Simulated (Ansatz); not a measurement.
# Property card for LiTlF4

Theory: DFT PBE, scalar-relativistic, plane waves, PAW (Ansatz).

Plane waves to 420 eV, a k mesh through Γ of 8×4×6 on the computed 12-atom cell and Gaussian smearing (0.02 eV); no spin polarisation.

The structure is relaxed at this level of theory with its symmetry kept, and needn't be the ground state of this composition.

```yaml
crystal:
  lattice:
    - [3.77995, 0.00000, -0.10213]
    - [0.00000, 7.75456, 0.00000]
    - [-1.64227, 0.00000, 5.32367]
  atoms:
    - { symbol: Li, position: [0.19362, 0.75000, 0.90412] }
    - { symbol: Li, position: [0.80638, 0.25000, 0.09588] }
    - { symbol: Tl, position: [0.50000, 0.50000, 0.50000] }
    - { symbol: Tl, position: [0.50000, 0.00000, 0.50000] }
    - { symbol: F, position: [0.87959, 0.48184, 0.25441] }
    - { symbol: F, position: [0.87959, 0.01816, 0.25441] }
    - { symbol: F, position: [0.62631, 0.75000, 0.75730] }
    - { symbol: F, position: [0.61931, 0.25000, 0.73764] }
    - { symbol: F, position: [0.12041, 0.51816, 0.74559] }
    - { symbol: F, position: [0.12041, 0.98184, 0.74559] }
    - { symbol: F, position: [0.38069, 0.75000, 0.26236] }
    - { symbol: F, position: [0.37369, 0.25000, 0.24270] }
```

Problem. Formation energy from the elements' standard states (uncorrected)?

Solution. -2.149 eV/atom.

Problem. Kohn–Sham band gap?

Solution. 1.96 eV.

Problem. Orbital (Löwdin) character of the top 1 eV of the valence band?

Solution. F 2p 97 %.

Problem. Orbital (Löwdin) character of the lowest 1 eV of the conduction band?

Solution. Tl 6s 48 %, F 2p 36 %.

Spin-orbit coupling is left out, which matters for the bands of heavy elements.

The cell was found from a structure generator's guess, not taken from experiment. Kohn–Sham gaps at this level usually fall short of measured ones. Löwdin shares on free-atom orbitals overweight diffuse shells in the empty bands.
